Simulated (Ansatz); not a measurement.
# Cs2SiOs2: reading a single point

```
CELL_PARAMETERS angstrom
0.00000 0.00000 6.18702
6.95076 -3.64812 3.09351
6.95076 3.64812 -3.09351
ATOMIC_POSITIONS crystal
Cs 0.33560 0.01730 0.68850
Cs 0.66440 0.98270 0.31150
Cs 0.16440 0.68850 0.01730
Cs 0.83560 0.31150 0.98270
Si 0.25000 0.50000 0.50000
Si 0.75000 0.50000 0.50000
Os 0.34580 0.74520 0.43680
Os 0.65420 0.25480 0.56320
Os 0.15420 0.43680 0.74520
Os 0.84580 0.56320 0.25480
```

Method: PBE, no spin polarisation; PAW, plane waves to 420 eV, 6×6×6 Γ-centred mesh, fermi-dirac occupations (width 0.1 eV) (Ansatz 0.2.0), atoms fixed.

- Charges: Bader charges in e: Cs +0.60, Si +1.72, Os -1.46. In the mean Si gives up most and Os takes most.
- Forces: The largest is on Os7 (and as large on other atoms): 0.25 eV/Å, components (-0.07, 0.24, 0.00). It makes 51° with the line to a nearest neighbour, Si5 at 2.29 Å.
- Formation energy: 1.30 eV an atom against the elements' usual phases (free molecules for gases, crystals otherwise, with no correction for O₂ or N₂), so at this geometry it isn't bound against them. Relaxing would lower it.
- Electronic structure: It is a metal on this mesh, though the bands barely overlap, with about 19 states/eV a cell as the mean within 0.25 eV of the Fermi level, mostly Os d (87 %).
- Stress: The pressure is 2.1 GPa (compression positive), so with the atoms held at these fractions the cell would first expand. The principal stresses 1.5, 2.1, 2.7 GPa differ, so its shape would change too.

Origin: a known structure type with other elements, at an estimated volume, so it need not be a known compound. Caveats: many states at the Fermi level without spin polarisation, so a magnetic state may lie lower.
